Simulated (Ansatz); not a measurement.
Ti₂InC:
```cif
data_C2In2Ti4
_chemical_formula_sum 'Ti4 In2 C2'
_space_group_name_H-M_alt 'P63/mmc'
_space_group_IT_number 194
_space_group_name_Hall '-P 6c 2c'
_cell_length_a 3.10773
_cell_length_b 3.10773
_cell_length_c 14.02857
_cell_angle_alpha 90.000
_cell_angle_beta 90.000
_cell_angle_gamma 120.000
loop_
_atom_site_label
_atom_site_type_symbol
_atom_site_symmetry_multiplicity
_atom_site_Wyckoff_symbol
_atom_site_fract_x
_atom_site_fract_y
_atom_site_fract_z
_atom_site_occupancy
Ti1 Ti 4 f 0.33333 0.66667 0.07869 1
In1 In 2 d 0.66667 0.33333 0.25000 1
C1 C 2 a 0.00000 0.00000 0.00000 1
```

Relaxed at zero pressure with plane-wave PAW PBEsol (Ansatz code).

Problem. The volume is lowered by 6 % and shape and atoms relax at that volume. What pressure results, and how do the axes share the change?

Solution. 9.9 GPa; a -1.9 %, b -1.9 %, c -2.3 %; the energy rises by 26 meV/atom.

Problem. Give the new structure.

Solution. 
Space group P6₃/mmc (No. 194); a = 3.048 Å, b = 3.048 Å, c = 13.706 Å, α = 90.00°, β = 90.00°, γ = 120.00°

| atom | site | symmetry | x | y | z |
|---|---|---|---|---|---|
| Ti | 4f | 3m. | 0.3333 | 0.6667 | 0.0804 |
| In | 2d | -6m2 | 0.6667 | 0.3333 | 0.2500 |
| C | 2a | -3m. | 0.0000 | 0.0000 | 0.0000 |

The phase is kept; no other phase was compared at this pressure.

Space group P6_3/mmc. The first step of the workflow began from a Materials Project structure, measured or hypothetical; the Crystallography Open Database copy checked does not list it. Its standing as an ambient phase is unchecked. Symmetry was held in the PBEsol relaxation; its stability against distortions is not shown here. The run is not spin-polarised.

Potentials: the later of the program's two PAW sets.
